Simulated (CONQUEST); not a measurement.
A self-consistent single point of NiGe (Pnma, 8 atoms in the cell; from Materials Project mp-1099, changed as shown).

```
NiGe
1.0
    5.43624     0.00000     0.00000
    0.00000     3.51994     0.00000
    0.00000     0.00000     5.88614
Ni Ge
4 4
Cartesian
  2.74824   0.87998   4.06574
  2.68800   2.63995   1.82041
  5.40613   2.63995   1.12266
  0.03012   0.87998   4.76348
  3.74916   0.87998   0.51198
  1.68708   2.63995   5.37417
  4.40521   2.63995   3.45505
  1.03104   0.87998   2.43110
```

Level of theory: PBE, numerical atomic orbitals double-zeta with polarisation (the shipped basis), PseudoDojo norm-conserving potentials made for PBE run with CONQUEST 1.3.

CONQUEST settings:

```
key                                             value
---------------------  ------------------------------
basis                                             DZP
Diag.MPMeshX, Y, Z                              4 6 4
potentials             PseudoDojo norm-conserving PBE
Grid.GridCutoff                                140 Ha
DM.SolutionMethod                              diagon
Diag.kT                                   0.003675 Ha
Diag.GammaCentred                                true
minE.SCTolerance                              1.0e-06
SC.MaxIters                                       100
SC.LinearMixingFactor                             0.5
SC.KerkerPreCondition                            true
SC.KerkerFactor                            0.1 1/bohr
AtomMove.TypeOfRun                             static
```

Results:

```
Item                                                       Value
------------------------------------------------  --------------
Number of valence electrons                                  128
Number of bands                                              148
Number of k-points after the program's reduction              74
Size of the basis                                            148
Number of SCF iterations                                       8
FFT grid                                            60 × 36 × 60
Free energy E − TS                                -27985.0353 eV
Fermi level (on the code's own zero)                    -5.65 eV
Pressure                                                0.34 GPa
```

For comparison: a first run was changed to give this one (lattice scaled by 1.02), and from it to this one the free energy drops by 23.7 meV/atom and the pressure goes from 9.65 to 0.34 GPa.

The program uses no crystal symmetry, so grid and mesh can part values that symmetry would make equal. The atom-centred basis is finite, which shifts total energies and pressures against plane waves. The run has no spin polarisation, so moments on Ni cannot form. The structure comes from a collection of computed structures, made at another level of theory; the collection holds predicted forms beside known ones. No clean gap shows at this smearing width and mesh (spacing up to 0.30 Å⁻¹); the mesh is coarse for partly filled bands, so the values carry mesh errors.

Cost on one core: roughly 70 core-seconds.
